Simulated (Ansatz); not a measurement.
Ag2S:
Space group Pc (No. 7); a = 3.9549 Å, b = 6.4008 Å, c = 5.7060 Å, α = 90.00°, β = 129.91°, γ = 90.00°

```
atom  site  symmetry       x       y       z
----  ----  --------  ------  ------  ------
Ag      2a         1  0.1875  0.3975  0.4583
Ag      2a         1  0.1994  0.0450  0.7811
S       2a         1  0.8631  0.7362  0.4480
```

Relaxed with LDA.

Q: Which orbitals make up the states near the band edges in the program Ansatz at the LDA level (PAW)?

A: Top 1 eV of the valence band: S 3p 57 %, Ag 4d 36 %. Bottom 1 eV of the conduction band: S 3p 34 %, Ag 5s 32 %, Ag 4d 14 %, S 3s 13 %, outside the projected shells 6 %. Projections are on Löwdin-orthogonalised atomic valence shells; empty p or d shells of many metals are not among them.

Q: Tabulate the density of states.

A: States/eV per cell of 6 atoms, in 0.25 eV bins, energy from the valence-band maximum.

| E (eV) | total | Ag 4d | S 3p | Ag 5s |
|---|---|---|---|---|
| -7.85 | 0.00 | 0.00 | 0.00 | 0.00 |
| -7.60 | 0.00 | 0.00 | 0.00 | 0.00 |
| -7.35 | 0.00 | 0.00 | 0.00 | 0.00 |
| -7.10 | 0.00 | 0.00 | 0.00 | 0.00 |
| -6.85 | 2.78 | 1.01 | 1.19 | 0.55 |
| -6.60 | 8.43 | 3.38 | 3.55 | 1.40 |
| -6.35 | 6.71 | 3.41 | 2.61 | 0.62 |
| -6.10 | 11.62 | 6.48 | 4.42 | 0.59 |
| -5.85 | 8.20 | 4.80 | 3.01 | 0.30 |
| -5.60 | 6.31 | 3.78 | 2.25 | 0.21 |
| -5.35 | 4.60 | 3.28 | 1.18 | 0.10 |
| -5.10 | 9.23 | 8.36 | 0.56 | 0.22 |
| -4.85 | 13.67 | 12.78 | 0.42 | 0.34 |
| -4.60 | 14.71 | 13.74 | 0.48 | 0.34 |
| -4.35 | 14.43 | 13.62 | 0.37 | 0.25 |
| -4.10 | 17.78 | 16.98 | 0.37 | 0.22 |
| -3.85 | 20.63 | 19.88 | 0.31 | 0.25 |
| -3.60 | 15.00 | 14.26 | 0.33 | 0.22 |
| -3.35 | 9.16 | 8.15 | 0.56 | 0.25 |
| -3.10 | 5.45 | 4.09 | 0.83 | 0.32 |
| -2.85 | 4.21 | 2.71 | 0.90 | 0.34 |
| -2.60 | 2.85 | 1.66 | 0.76 | 0.26 |
| -2.35 | 2.84 | 1.53 | 0.92 | 0.23 |
| -2.10 | 4.57 | 2.32 | 1.63 | 0.37 |
| -1.85 | 4.83 | 2.26 | 1.87 | 0.40 |
| -1.60 | 4.08 | 1.78 | 1.80 | 0.27 |
| -1.35 | 4.07 | 1.71 | 1.93 | 0.23 |
| -1.10 | 4.11 | 1.64 | 2.09 | 0.20 |
| -0.85 | 3.64 | 1.35 | 2.02 | 0.12 |
| -0.60 | 2.55 | 0.90 | 1.48 | 0.07 |
| -0.35 | 1.39 | 0.46 | 0.84 | 0.05 |
| -0.10 | 0.18 | 0.05 | 0.11 | 0.01 |
| 0.15 | 0.06 | 0.01 | 0.03 | 0.01 |
| 0.40 | 0.15 | 0.03 | 0.06 | 0.03 |
| 0.65 | 0.29 | 0.04 | 0.11 | 0.09 |
| 0.90 | 0.61 | 0.07 | 0.18 | 0.22 |
| 1.15 | 1.28 | 0.11 | 0.29 | 0.56 |
| 1.40 | 1.84 | 0.14 | 0.38 | 0.82 |
| 1.65 | 2.53 | 0.17 | 0.50 | 1.12 |
| 1.90 | 2.97 | 0.18 | 0.53 | 1.34 |
| 2.15 | 2.82 | 0.15 | 0.45 | 1.23 |
| 2.40 | 2.48 | 0.12 | 0.38 | 1.01 |
| 2.65 | 1.51 | 0.07 | 0.24 | 0.57 |
| 2.90 | 0.70 | 0.03 | 0.09 | 0.27 |
| 3.15 | 1.75 | 0.07 | 0.27 | 0.65 |
| 3.40 | 2.49 | 0.09 | 0.37 | 0.88 |
| 3.65 | 3.02 | 0.10 | 0.43 | 1.14 |
| 3.90 | 2.88 | 0.09 | 0.40 | 1.13 |
| 4.15 | 2.38 | 0.07 | 0.34 | 0.94 |
| 4.40 | 3.20 | 0.09 | 0.45 | 1.23 |
| 4.65 | 3.16 | 0.08 | 0.38 | 1.07 |
| 4.90 | 3.75 | 0.08 | 0.51 | 1.24 |

The first step of the workflow began from a Materials Project structure, measured or hypothetical; the Crystallography Open Database copy checked does not list it. COD files the formula under space group No. 4, 14, so this cell is another polymorph or a model. Whether it is the stable phase at ambient conditions was not checked. The LDA relaxation kept the symmetry of its start; of distortions, only those at the zone centre were tested, and some modes there are weakly imaginary. The run is not spin-polarised. Spin–orbit coupling is left out wherever it is not named.

Potentials: the later of the program's two PAW sets.
